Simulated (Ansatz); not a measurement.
B6P in space group R-3m (No. 166; B on 18h, B on 18h, P on 6c), DFT-PBEsol in the program Ansatz with PAW potentials. The conduction-band minimum lies at L, with 3 equivalent valleys. Second derivatives d²E/dk² of the lowest band at one valley (eV·Å²), along Cartesian directions:

```json
[
 {"direction": "[100]", "d²E/dk²": "13.91"},
 {"direction": "[010]", "d²E/dk²": "17.24"},
 {"direction": "[001]", "d²E/dk²": "30.11"},
 {"direction": "[110]", "d²E/dk²": "15.57"},
 {"direction": "[101]", "d²E/dk²": "22.01"},
 {"direction": "[011]", "d²E/dk²": "8.680"}
]
```

Q: Find the principal effective masses, the density-of-states mass and the conductivity mass.

A: Off-diagonal terms follow from H_xy = H[110] − (H_xx + H_yy)/2, and m*/mₑ = 7.620 eV·Å² over each eigenvalue: 0.19, 0.55, 1.0. One valley's DOS mass (m₁m₂m₃)^(1/3) = 0.48, conductivity mass 3/(Σ 1/mᵢ) = 0.37 mₑ.

Q: What effective density of states Nc follows at 300 K for parabolic valleys?

A: Nc = 2.509e19 × 3 × (0.48)^(3/2) ≈ 2.5e19 cm⁻³.

The first step of the workflow began from a Materials Project structure, measured or hypothetical; the Crystallography Open Database copy checked does not list it. Its standing as an ambient phase is unchecked. The PBEsol relaxation kept the symmetry of its start; whether a distortion lowers the energy is not shown.

Potentials: the earlier of the program's two PAW sets.

Edges and masses are those of Kohn–Sham bands, whose gap is no quasiparticle gap.
